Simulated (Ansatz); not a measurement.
A relaxation of cell and atoms of an ordered 6-atom cell of InGa2As3 on the zincblende lattice (P3m1) with Ansatz 0.2.0, at the level PBE. It starts from a guessed cell.

```yaml
crystal:
  lattice:
    - [3.9885313647, 0.0, 0.0]
    - [-1.9942656824, 3.4541694856, 0.0]
    - [0.0, 0.0, 9.7698666667]
  atoms:
    - { symbol: Ga, position: [0.0, 0.0, 0.0] }
    - { symbol: Ga, position: [0.6666666667, 0.3333333333, 0.6666666667] }
    - { symbol: In, position: [0.3333333333, 0.6666666667, 0.3333333333] }
    - { symbol: As, position: [0.6666666667, 0.3333333333, 0.9166666667] }
    - { symbol: As, position: [0.3333333333, 0.6666666667, 0.5833333333] }
    - { symbol: As, position: [0.0, 0.0, 0.25] }
kpoints:
  mp_grid: { grid: [6, 6, 2] }
hamiltonian:
  xc: pbe
scf:
  occupations: { method: fermi_dirac, width: 0.02 }
relax:
  f_tol: 0.005
  cell: {}
```

The trajectory has 6 recorded frames, each with fractional positions and then forces in eV/Å along x, y and z. Some frames, the last among them, repeat a geometry solved again on a basis re-selected at its cell; pressure is positive in compression.

Step 1: energy 0.0 meV/atom from step 1, largest force component 1.693 eV/Å, pressure +11.09 GPa; a = 3.989 Å, b = 3.989 Å, c = 9.770 Å, α = 90.00°, β = 90.00°, γ = 120.00°
```
Ga 0.0000 0.0000 0.0000     0.000   0.000   0.002
Ga 0.6667 0.3333 0.6667     0.000   0.000   0.165
In 0.3333 0.6667 0.3333     0.000   0.000  -0.155
As 0.6667 0.3333 0.9167     0.000   0.000  -0.011
As 0.3333 0.6667 0.5833     0.000   0.000   1.692
As 0.0000 0.0000 0.2500     0.000   0.000  -1.693
```

Step 2: energy -124.6 meV/atom from step 1, largest force component 0.466 eV/Å, pressure +0.32 GPa; a = 4.167 Å, b = 4.167 Å, c = 10.171 Å, α = 90.00°, β = 90.00°, γ = 120.00°
```
Ga 0.0000 0.0000 0.9878     0.000   0.000   0.249
Ga 0.6667 0.3333 0.6753     0.000   0.000   0.020
In 0.3333 0.6667 0.3363     0.000   0.000  -0.106
As 0.6667 0.3333 0.9179     0.000   0.000  -0.171
As 0.3333 0.6667 0.6027     0.000   0.000  -0.459
As 0.0000 0.0000 0.2300     0.000   0.000   0.466
```

**Question.** How does the relaxation go on, and where does it end?

**Answer.**
Step 3: energy -131.0 meV/atom from step 1, largest force component 0.109 eV/Å, pressure -0.31 GPa; a = 4.181 Å, b = 4.181 Å, c = 10.246 Å, α = 90.00°, β = 90.00°, γ = 120.00°
```
Ga 0.0000 0.0000 0.9944     0.000   0.000  -0.055
Ga 0.6667 0.3333 0.6729     0.000   0.000   0.001
In 0.3333 0.6667 0.3340     0.000   0.000   0.109
As 0.6667 0.3333 0.9165     0.000   0.000   0.031
As 0.3333 0.6667 0.5956     0.000   0.000  -0.027
As 0.0000 0.0000 0.2366     0.000   0.000  -0.059
```

Step 4: energy -131.3 meV/atom from step 1, largest force component 0.023 eV/Å, pressure -0.08 GPa; a = 4.171 Å, b = 4.171 Å, c = 10.245 Å, α = 90.00°, β = 90.00°, γ = 120.00°
```
Ga 0.0000 0.0000 0.9936     0.000   0.000  -0.006
Ga 0.6667 0.3333 0.6732     0.000   0.000  -0.002
In 0.3333 0.6667 0.3349     0.000   0.000   0.023
As 0.6667 0.3333 0.9165     0.000   0.000   0.006
As 0.3333 0.6667 0.5959     0.000   0.000  -0.022
As 0.0000 0.0000 0.2358     0.000   0.000   0.002
```

Step 5: energy -131.3 meV/atom from step 1, largest force component 0.005 eV/Å, pressure 0.00 GPa; a = 4.170 Å, b = 4.170 Å, c = 10.238 Å, α = 90.00°, β = 90.00°, γ = 120.00°
```
Ga 0.0000 0.0000 0.9935     0.000   0.000   0.003
Ga 0.6667 0.3333 0.6731     0.000   0.000   0.001
In 0.3333 0.6667 0.3351     0.000   0.000   0.003
As 0.6667 0.3333 0.9165     0.000   0.000  -0.002
As 0.3333 0.6667 0.5959     0.000   0.000  -0.005
As 0.0000 0.0000 0.2358     0.000   0.000   0.000
```

Step 6: energy -132.2 meV/atom from step 1, largest force component 0.004 eV/Å, pressure +0.01 GPa; a = 4.170 Å, b = 4.170 Å, c = 10.238 Å, α = 90.00°, β = 90.00°, γ = 120.00°
```
Ga 0.0000 0.0000 0.9935     0.000   0.000   0.003
Ga 0.6667 0.3333 0.6731     0.000   0.000   0.001
In 0.3333 0.6667 0.3351     0.000   0.000   0.003
As 0.6667 0.3333 0.9165     0.000   0.000  -0.002
As 0.3333 0.6667 0.5959     0.000   0.000  -0.004
As 0.0000 0.0000 0.2358     0.000   0.000   0.000
```

In 5 steps the volume changed by +14.5 %; between the first SCF and the last, each on a basis chosen for its cell, the energy fell by 132 meV an atom. Final cell: it is trigonal, P3m1 (No. 156); a = 4.170 Å, c = 10.238 Å in the conventional setting, 25.69 Å³ an atom. Ga has 4 As at 2.48–2.53 Å; Ga has 4 As at 2.49–2.53 Å; In has 4 As at 2.61–2.67 Å; As has 4 Ga at 2.49–2.53 Å; As has 3 Ga at 2.53 Å and 1 In at 2.67 Å; As has 1 Ga at 2.48 Å and 3 In at 2.61 Å.

Command: `ansatz run input.yaml --threads 4 --pin off --max-ram 6451MiB --backend cpu --events-out ev --progress --plain --runs-dir out`. It took 16 s on 4 threads of Arm Neoverse V2, with other jobs on the host, load about 0.8 per core; peak host memory 0.53 GiB.

No spin polarisation. The prototype was imposed, so other structures may be more stable.
